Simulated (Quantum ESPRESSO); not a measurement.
```cif
data_PbTe
_chemical_formula_sum 'Te1 Pb1'
_space_group_name_H-M_alt 'P 1'
_space_group_IT_number 1
_cell_length_a 4.62574
_cell_length_b 4.62574
_cell_length_c 4.62574
_cell_angle_alpha 60.000
_cell_angle_beta 60.000
_cell_angle_gamma 60.000
loop_
_space_group_symop_operation_xyz
  'x, y, z'
loop_
_atom_site_label
_atom_site_type_symbol
_atom_site_fract_x
_atom_site_fract_y
_atom_site_fract_z
_atom_site_occupancy
Te1 Te 0.00000 0.00000 0.00000 1
Pb1 Pb 0.50000 0.50000 0.50000 1
```

The geometry is that of Materials Project entry mp-19717, symmetrised and not relaxed again.

**Question.** What does PBEsol (pw.x of Quantum ESPRESSO, ONCV potentials, with spin-orbit coupling) give for the electronic structure near the Fermi level?

**Answer.** The PBEsol gap is direct, 0.05 eV at L. So small a PBEsol gap in heavy elements may be inverted, where one-shot corrections to single bands mislead.
